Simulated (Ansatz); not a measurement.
All numbers below come from Ansatz, DFT PBE, scalar-relativistic, plane waves, PAW. Settings: cutoff 420 eV, Γ-centred meshes spaced at most about 0.3 Å⁻¹, and about 0.25 Å⁻¹ or finer for metals (2π included), Gaussian smearing. No spin polarisation in the final relaxations.

These are static total energies at zero pressure.

Compare these two cells of RbNa2, each relaxed at this level.

A.

```xyz
6
Lattice="6.7247 0.0000 0.0000 -3.3623 5.8238 0.0000 0.0000 0.0000 8.0003" Properties=species:S:1:pos:R:3 pbc="T T T"
Rb    0.0000    3.8825    4.0001
Rb    3.3623    1.9413    4.0001
Na    0.0000    3.8825    0.0000
Na    3.3623    1.9413    0.0000
Na    0.0000    0.0000    6.2291
Na    0.0000    0.0000    1.7712
```

B.

```xyz
3
Lattice="2.1626 1.2486 9.9384 -2.1626 1.2486 9.9384 0.0000 -2.4971 9.9384" Properties=species:S:1:pos:R:3 pbc="T T T"
Rb    0.0000    0.0000    0.0000
Na    0.0000    0.0000    6.3450
Na    0.0000    0.0000   23.4701
```

Task: Which would you expect to be lower, and how large is the difference?

Result: They are level within the accuracy (2 meV/atom apart, with B the lower in these runs). A has space group P6/mmm (No. 191), 52.2 Å³/atom and no gap on its mesh; B has space group R-3m (No. 166), 53.7 Å³/atom and no gap. Counting all near atoms (those within 1.25 times the shortest distance at each site; a plus sign parts nearer from farther groups; a slash parts the counts of unlike sites), A has Rb 5+6, Na 1+6/11 and B has Rb 12, Na 3+9. Even the lower one lies +0.08 eV/atom against the reference forms of the elements (uncorrected), so neither is stable at this level. Both come from invented guesses. A third cell relaxed alike, in I4/mmm, lies 5 meV/atom below the lower of the two.

For metals, differences of a few meV/atom aren't resolved. Cells relaxed within their symmetry can be saddle points.
